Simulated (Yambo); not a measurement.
**PtS2 monolayer: sweep of GW parameters**

G0W0@PBEsol for a free-standing PtS$_{2}$ monolayer (symmetry P-3m1, slab cell 15.5 Å high) in Yambo. Reference settings: 6×6×1 Γ-centred k mesh, bands 9 to 172 and a 6 Ry block in the screening, 172 bands in G with the Bruneval-Gonze terminator, plasmon pole fitted at 27.2 eV, slab-truncated Coulomb interaction, stochastic integration of W near q = 0. The PBEsol gap (0.167, 0.167) → (0, 0.167) on this mesh is 2.01 eV; G0W0 gaps are taken between the same points.

```tsv
change from the reference	G0W0 gap (0.167, 0.167) → (0, 0.167) (eV)	shift of the valence edge (eV)	rough Yambo cost
reference settings	3.25	-0.45	1
114 bands in W, 114 bands in G	3.25	-0.34	within a factor of two
114 bands in G	3.25	-0.41	–
86 bands in W	3.25	-0.33	within a factor of two
no stochastic integration of W	4.50	-1.08	–
2 Ry block	3.20	-0.25	within a factor of two
pole fitted at 15 eV	3.22	-0.39	–
114 bands in G, no terminator	3.31	-0.05	–
```

The reference isn't shown to be the converged limit. Costs are rough (shared machines), scaled to the same edge states, and given only for runs that recompute the screening. In the run with 172 bands and a 6 Ry block, which covers more k points, the smallest G0W0 gap is 3.20 eV, (0, 0.167) → (0, 0.167). The mesh misses a band edge: along a dense path the PBEsol gap is 1.75 eV against 2.01 eV on the mesh. Without the stochastic integration, the mesh misses the sharp change of W near q = 0 in a layer: the 1.25 eV of that row are a sampling artefact.

Spin-orbit coupling is included.

Geometry relaxed with PBEsol; primitive cell a = 3.5345 Å, b = 3.5345 Å, c = 15.5000 Å, α = 90.00°, β = 90.00°, γ = 120.00°.

A shift is the quasiparticle energy of the state minus its PBEsol energy.
